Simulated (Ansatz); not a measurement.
## Trial structures of CdS₃: starts and ends

Computed with DFT PBE, scalar-relativistic, plane waves, PAW (Ansatz). Settings: cutoff 420 eV, Γ-centred meshes spaced at most about 0.3 Å⁻¹, and about 0.25 Å⁻¹ or finer for metals (2π included), Gaussian smearing. No spin polarisation in the final relaxations.

Each guess was relaxed in cell and atoms at zero pressure, within the symmetry of its start. Temperature and zero-point effects are left out. Coordination counts S atoms around Cd (those within 1.25 times the shortest such distance or 1.15 times the sum of covalent radii; a plus sign parts nearer from farther groups; the shortest distance is added where it is long for a bond).

| guess | made from | start group | V start (Å³/atom) | end group | V end (Å³/atom) | coordination at the end | gap on mesh (eV) | E over the lowest end (meV/atom) |
| --- | --- | --- | --- | --- | --- | --- | --- | --- |
| 1 | TlIn3 type | P4/mmm | 23.9 | P4/mmm | 22.9 | Cd 8 | 0 | 276 |
| 2 | TlHg3 type | Pm-3m | 20.7 | Pm-3m | 18.5 | Cd 12 from 3.0 Å | 0 | 336 |
| 3 | PrBr3 type | P6_3/m | 21.1 | P6_3/mmc | 19.2 | Cd 6 | 0 | 0 |
| 4 | random cell | P6/mmm | 27.5 | P6/mmm (anti-Li3N) | 24.8 | Cd 2+6 | 0 | 391 |
| 5 | Ce3Ga type | P6_3/mmc | 21.5 | P6_3/mmc | 35.0 | Cd 12 from 3.6 Å | 0.94 | 118 |
| 6 | CdIn3 type | Fm-3m | 24.4 | ? | ? | ? | ? | ? |

Guess 6 as it starts:

```cif
data_structure
_symmetry_space_group_name_H-M 'P 1'
_symmetry_Int_Tables_number 1
_cell_length_a 5.1672
_cell_length_b 5.1672
_cell_length_c 5.1672
_cell_angle_alpha 60.000
_cell_angle_beta 60.000
_cell_angle_gamma 60.000
_cell_volume 97.55
loop_
_atom_site_label
_atom_site_type_symbol
_atom_site_fract_x
_atom_site_fract_y
_atom_site_fract_z
_atom_site_occupancy
Cd1 Cd 0.00000 0.00000 0.00000 1
S1 S 0.25000 0.25000 0.25000 1
S2 S 0.75000 0.75000 0.75000 1
S3 S 0.50000 0.50000 0.50000 1
```

Question: Predict the end of this guess and its energy over the lowest end.

Answer: It ends in the BiF3 (D0_3) type, space group Fm-3m (No. 225), with a = 6.614 Å, 18.1 Å³/atom and no gap. It lies 278 meV/atom over the lowest end, within the noise of guess 1 and below guess 2. Counting S atoms around Cd, this end has Cd 8+6 and the lowest (guess 3) has Cd 6.

```xyz
4
Lattice="0.0000 3.3069 3.3069 3.3069 0.0000 3.3069 3.3069 3.3069 0.0000" Properties=species:S:1:pos:R:3 pbc="T T T"
Cd    0.0000    0.0000    0.0000
S     1.6534    1.6534    1.6534
S     4.9603    4.9603    4.9603
S     3.3069    3.3069    3.3069
```

The zero of energy is the elements' standard structures at the same level; no fitted shifts are applied.

Question: Is the lowest end bound against the elements?

Answer: No: its formation energy is +0.37 eV/atom. A positive value: parting into the elements would lower its energy.

The k mesh leaves some 4 meV/atom of noise in the energy of each metallic cell. No dispersion correction is applied, so the spacing and binding between layers, chains or molecules are poorly described (P6_3/mmc at 35.0 Å³/atom, P4/mmm), and this can change margins and order among such cells. Kohn–Sham gaps at this level usually fall short of measured ones. A magnetic state wasn't ruled out in cells without spin, among them Fm-3m, Pm-3m, P6/mmm. The reference form of S is held partly by dispersion forces, which this level lacks. Cells relaxed within their symmetry can be saddle points. A lower structure may well exist outside this small set. Some candidate types were left out of the draw beforehand, so a known form may be missing.
